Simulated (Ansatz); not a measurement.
# BN: zone-centre modes at -28.9 GPa

All numbers below come from Ansatz 0.2.0, DFT LDA, scalar-relativistic, plane waves, PAW. Settings: 420 eV plane-wave cutoff, Γ-centred 10×10×10 mesh, fixed occupations. No spin polarisation. Phonons by linear response, acoustic sum rule imposed.

The cell is fixed (symmetry leaves no force on the atoms) and stands under -28.9 GPa:
```
B N
1.0
     0.00000    1.84100    1.84100
     1.84100    0.00000    1.84100
     1.84100    1.84100    0.00000
B N
1 1
Direct
  0.00000 0.00000 0.00000
  0.25000 0.25000 0.25000
```

The cell is the ideal cubic zincblende prototype.

Question: Give the high-frequency dielectric tensor ε∞.

Answer:
```
4.65 0.00 0.00
0.00 4.65 0.00
0.00 0.00 4.65
```

Question: Give the Born effective charges.

Answer:
| atom | Z*xx | Z*yy | Z*zz | mean |
| --- | --- | --- | --- | --- |
| B (atom 1) | 1.92 | 1.92 | 1.92 | 1.92 |
| N (atom 2) | -1.92 | -1.92 | -1.92 | -1.92 |

Question: How large is the static dielectric tensor with the ions free to move, and what share of it is ionic?

Answer:
```
7.2 0.0 0.0
0.0 7.2 0.0
0.0 0.0 7.2
```
The ions give 36 % of its trace.

Cost: 1 run of about 2.4 core-minutes, on Intel Xeon Processor @ 2.50GHz (Skylake/Cascade Lake) (shared hosts).